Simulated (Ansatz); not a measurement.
Input, command and steps of an Ansatz relaxation.

```yaml
crystal:
  lattice:
    - [3.5892687666, 0.0, 0.0]
    - [0.0, 3.5892687666, 0.0]
    - [0.0, 0.0, 7.3312918361]
  atoms:
    - { symbol: Mg, position: [0.0, 0.5, 0.145] }
    - { symbol: Mg, position: [0.5, 0.0, 0.855] }
    - { symbol: In, position: [0.0, 0.5, 0.66] }
    - { symbol: In, position: [0.5, 0.0, 0.34] }
    - { symbol: "N", position: [0.0, 0.0, 0.0] }
    - { symbol: "N", position: [0.5, 0.5, 0.0] }
basis:
  ecutwfc: 420
kpoints:
  mp_grid: { grid: [6, 6, 4] }
hamiltonian:
  xc: pbe
scf:
  occupations: { method: gaussian, width: 0.1 }
  lower_state_search: "off"
output:
  forces: true
  stress: true
  eigenvalues: true
relax:
  adjacent_minimum: "off"
  f_tol: 0.04
  max_steps: 70
  cell: { stress_tol: 0.4 }
```

```bash
ansatz run input.yaml --threads 1 --pin off --max-ram 2560MiB --backend cpu --events-out ev --progress --plain --runs-dir out
```

Level of theory: DFT PBE, scalar-relativistic, plane waves, PAW in Ansatz.

Of 14 frames 10 are shown, positions in Å and forces in eV/Å; the SCF threshold varies from step to step. Steps run on the plane waves of an earlier cell, with a Pulay correction in the pressure. The basis is chosen afresh for the last frame, the zero of the energies, and at times for earlier ones too; energy and pressure step there, also at an unchanged geometry. Here that happened at step 12 (-17 meV/atom, 1.2 GPa); the frames before carry an error of that size.

```xyz
6
Lattice="3.5893 0.0000 0.0000 0.0000 3.5893 0.0000 0.0000 0.0000 7.3313" Properties=species:S:1:pos:R:3:forces:R:3 pbc="T T T" step=1 free_energy_over_end_meV_per_atom=290.97 pressure_GPa=8.57
Mg    0.0000    1.7946    1.0630    0.0000    0.0000   -1.0652
Mg    1.7946    0.0000    6.2683    0.0000    0.0000    1.0652
In    0.0000    1.7946    4.8387    0.0000    0.0000   -0.8920
In    1.7946    0.0000    2.4926    0.0000    0.0000    0.8920
N     0.0000    0.0000    0.0000    0.0000    0.0000    0.0000
N     1.7946    1.7946    0.0000    0.0000    0.0000    0.0000
6
Lattice="3.7639 0.0000 0.0000 0.0000 3.7639 0.0000 0.0000 0.0000 7.5890" Properties=species:S:1:pos:R:3:forces:R:3 pbc="T T T" step=2 free_energy_over_end_meV_per_atom=168.64 pressure_GPa=0.13
Mg    0.0000    1.8819    0.9374    0.0000    0.0000   -0.7666
Mg    1.8819    0.0000    6.6516    0.0000    0.0000    0.7666
In    0.0000    1.8819    4.8481    0.0000    0.0000   -0.1024
In    1.8819    0.0000    2.7409    0.0000    0.0000    0.1024
N     0.0000    0.0000    0.0000    0.0000    0.0000    0.0000
N     1.8819    1.8819    0.0000    0.0000    0.0000    0.0000
6
Lattice="3.9758 0.0000 0.0000 0.0000 3.9758 0.0000 0.0000 0.0000 7.3853" Properties=species:S:1:pos:R:3:forces:R:3 pbc="T T T" step=4 free_energy_over_end_meV_per_atom=89.69 pressure_GPa=-0.41
Mg    0.0000    1.9879    0.5666    0.0000    0.0000   -0.1506
Mg    1.9879    0.0000    6.8187    0.0000    0.0000    0.1506
In    0.0000    1.9879    4.7789    0.0000    0.0000    0.0724
In    1.9879    0.0000    2.6064    0.0000    0.0000   -0.0724
N     0.0000    0.0000    0.0000    0.0000    0.0000    0.0000
N     1.9879    1.9879    0.0000    0.0000    0.0000    0.0000
6
Lattice="4.0649 0.0000 0.0000 0.0000 4.0649 0.0000 0.0000 0.0000 7.0282" Properties=species:S:1:pos:R:3:forces:R:3 pbc="T T T" step=5 free_energy_over_end_meV_per_atom=63.44 pressure_GPa=-0.57
Mg    0.0000    2.0324    0.4361    0.0000    0.0000    0.2101
Mg    2.0324    0.0000    6.5921    0.0000    0.0000   -0.2101
In    0.0000    2.0324    4.5757    0.0000    0.0000   -0.0704
In    2.0324    0.0000    2.4524    0.0000    0.0000    0.0704
N     0.0000    0.0000    0.0000    0.0000    0.0000    0.0000
N     2.0324    2.0324    0.0000    0.0000    0.0000    0.0000
6
Lattice="4.0786 0.0000 0.0000 0.0000 4.0786 0.0000 0.0000 0.0000 6.3029" Properties=species:S:1:pos:R:3:forces:R:3 pbc="T T T" step=7 free_energy_over_end_meV_per_atom=24.04 pressure_GPa=-0.16
Mg    0.0000    2.0393    0.5406    0.0000    0.0000    0.0987
Mg    2.0393    0.0000    5.7623    0.0000    0.0000   -0.0987
In    0.0000    2.0393    4.0438    0.0000    0.0000   -0.0887
In    2.0393    0.0000    2.2590    0.0000    0.0000    0.0887
N     0.0000    0.0000    0.0000    0.0000    0.0000    0.0000
N     2.0393    2.0393    0.0000    0.0000    0.0000    0.0000
6
Lattice="4.0942 0.0000 0.0000 0.0000 4.0942 0.0000 0.0000 0.0000 5.9463" Properties=species:S:1:pos:R:3:forces:R:3 pbc="T T T" step=8 free_energy_over_end_meV_per_atom=20.51 pressure_GPa=0.59
Mg    0.0000    2.0471    0.5678    0.0000    0.0000    0.1003
Mg    2.0471    0.0000    5.3785    0.0000    0.0000   -0.1003
In    0.0000    2.0471    3.7667    0.0000    0.0000    0.0839
In    2.0471    0.0000    2.1795    0.0000    0.0000   -0.0839
N     0.0000    0.0000    0.0000    0.0000    0.0000    0.0000
N     2.0471    2.0471    0.0000    0.0000    0.0000    0.0000
6
Lattice="4.0875 0.0000 0.0000 0.0000 4.0875 0.0000 0.0000 0.0000 6.0590" Properties=species:S:1:pos:R:3:forces:R:3 pbc="T T T" step=10 free_energy_over_end_meV_per_atom=18.77 pressure_GPa=-0.14
Mg    0.0000    2.0437    0.5956    0.0000    0.0000   -0.0456
Mg    2.0437    0.0000    5.4634    0.0000    0.0000    0.0456
In    0.0000    2.0437    3.8813    0.0000    0.0000    0.0053
In    2.0437    0.0000    2.1777    0.0000    0.0000   -0.0053
N     0.0000    0.0000    0.0000    0.0000    0.0000    0.0000
N     2.0437    2.0437    0.0000    0.0000    0.0000    0.0000
6
Lattice="4.0889 0.0000 0.0000 0.0000 4.0889 0.0000 0.0000 0.0000 6.0460" Properties=species:S:1:pos:R:3:forces:R:3 pbc="T T T" step=11 free_energy_over_end_meV_per_atom=18.68 pressure_GPa=0.06
Mg    0.0000    2.0444    0.5831    0.0000    0.0000    0.0252
Mg    2.0444    0.0000    5.4629    0.0000    0.0000   -0.0252
In    0.0000    2.0444    3.8655    0.0000    0.0000   -0.0051
In    2.0444    0.0000    2.1804    0.0000    0.0000    0.0051
N     0.0000    0.0000    0.0000    0.0000    0.0000    0.0000
N     2.0444    2.0444    0.0000    0.0000    0.0000    0.0000
6
Lattice="4.1162 0.0000 0.0000 0.0000 4.1162 0.0000 0.0000 0.0000 6.0355" Properties=species:S:1:pos:R:3:forces:R:3 pbc="T T T" step=13 free_energy_over_end_meV_per_atom=0.28 pressure_GPa=0.20
Mg    0.0000    2.0581    0.5824    0.0000    0.0000    0.0004
Mg    2.0581    0.0000    5.4531    0.0000    0.0000   -0.0004
In    0.0000    2.0581    3.8603    0.0000    0.0000   -0.0020
In    2.0581    0.0000    2.1752    0.0000    0.0000    0.0020
N     0.0000    0.0000    0.0000    0.0000    0.0000    0.0000
N     2.0581    2.0581    0.0000    0.0000    0.0000    0.0000
6
Lattice="4.1162 0.0000 0.0000 0.0000 4.1162 0.0000 0.0000 0.0000 6.0355" Properties=species:S:1:pos:R:3:forces:R:3 pbc="T T T" step=14 free_energy_over_end_meV_per_atom=0.00 pressure_GPa=0.21
Mg    0.0000    2.0581    0.5824    0.0000    0.0000    0.0005
Mg    2.0581    0.0000    5.4531    0.0000    0.0000   -0.0005
In    0.0000    2.0581    3.8603    0.0000    0.0000   -0.0020
In    2.0581    0.0000    2.1752    0.0000    0.0000    0.0020
N     0.0000    0.0000    0.0000    0.0000    0.0000    0.0000
N     2.0581    2.0581    0.0000    0.0000    0.0000    0.0000
```

The start puts this composition into another compound's structure type, which needn't suit it. At the end the space group is P4/nmm (tolerance 0.05 Å).

The run took 87 s on 1 thread of Arm Neoverse V1, on a shared host, peak memory 0.41 GiB.

The k mesh is coarse.